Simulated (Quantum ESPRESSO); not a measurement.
## Band energies of NaVO2F2

```xyz
12
Lattice="6.5629 0.0000 0.0000 0.0000 3.5755 0.0000 -2.5097 0.0000 6.8780" Properties=species:S:1:pos:R:3 pbc="T T T"
O      3.2939     0.9400     3.8290
O      0.7592     2.7277     3.0490
O      3.7824     2.6436     5.9143
O      0.2708     0.8558     0.9637
F      2.1926     2.6040     0.8075
F      1.8606     0.8163     6.0705
F     -1.0028     0.8146     5.2045
F      5.0560     2.6023     1.6735
Na     0.4240     2.5971     5.3989
Na     3.6292     0.8093     1.4791
V      3.6828     0.9160     5.4008
V      0.3703     2.7038     1.4772
```

PBEsol (Quantum ESPRESSO, PseudoDojo norm-conserving, 88 Ry, scalar-relativistic); path ΓYHCEM1AXH1,MDZ,YD; energies in eV from the valence-band maximum.

| k (1/Å) | point | band 44 | band 45 | band 46 | band 47 | band 48 | band 49 | band 50 | band 51 |
|---|---|---|---|---|---|---|---|---|---|
| 0.00 | Γ | -1.01 | -0.87 | -0.67 | -0.67 | -0.54 | 2.02 | 2.05 | 3.26 |
| 0.46 | Y | -0.97 | -0.82 | -0.73 | -0.65 | -0.53 | 2.03 | 2.04 | 3.30 |
| 0.46 | H | -0.97 | -0.86 | -0.70 | -0.67 | -0.54 | 2.01 | 2.04 | 3.35 |
| 0.66 | C | -1.09 | -0.89 | -0.68 | -0.65 | -0.54 | 2.01 | 2.04 | 3.34 |
| 1.19 |  | -1.01 | -0.91 | -0.64 | -0.61 | -0.02 | 2.68 | 2.93 | 3.27 |
| 1.54 | E | -1.06 | -0.68 | -0.68 | -0.38 | -0.38 | 3.14 | 3.14 | 3.44 |
| 1.54 | M1 | -1.07 | -0.67 | -0.67 | -0.34 | -0.34 | 3.16 | 3.16 | 3.41 |
| 1.84 | A | -1.06 | -0.69 | -0.69 | -0.35 | -0.35 | 3.18 | 3.18 | 3.38 |
| 2.37 |  | -1.14 | -0.81 | -0.63 | -0.56 | -0.24 | 2.39 | 2.49 | 3.33 |
| 2.72 | X | -0.80 | -0.79 | -0.77 | -0.74 | -0.55 | 2.00 | 2.05 | 3.34 |
| 2.72 | H1 | -0.97 | -0.86 | -0.70 | -0.67 | -0.54 | 2.01 | 2.04 | 3.35 |
| 3.68 | M | -1.07 | -0.67 | -0.67 | -0.34 | -0.34 | 3.16 | 3.16 | 3.41 |
| 3.87 |  | -1.09 | -0.64 | -0.64 | -0.29 | -0.29 | 3.19 | 3.19 | 3.40 |
| 4.06 | D | -1.10 | -0.62 | -0.62 | -0.27 | -0.27 | 3.21 | 3.21 | 3.39 |
| 4.21 |  | -1.09 | -0.62 | -0.62 | -0.31 | -0.31 | 3.20 | 3.20 | 3.41 |
| 4.52 | Z | -1.07 | -0.62 | -0.62 | -0.44 | -0.44 | 3.19 | 3.19 | 3.44 |
| 4.52 | Y | -0.97 | -0.82 | -0.73 | -0.65 | -0.53 | 2.03 | 2.04 | 3.30 |
| 4.77 |  | -1.08 | -0.90 | -0.64 | -0.51 | -0.48 | 2.24 | 2.30 | 3.33 |
| 5.02 |  | -1.11 | -0.74 | -0.64 | -0.54 | 0.00 | 2.68 | 2.88 | 3.28 |
| 5.40 | D | -1.10 | -0.62 | -0.62 | -0.27 | -0.27 | 3.21 | 3.21 | 3.39 |

The PBEsol gap is indirect, 2.00 eV, from 71 % of the way from Y to D to X; the smallest direct gap is 2.55 eV. Another valence and conduction extremum on the path lies within 0.02 eV, too close to call.

The 3d shell has no Hubbard U; the runs are without spin polarisation, and magnetic order was not tried.

Geometry of the Materials Project entry, not relaxed at this level.
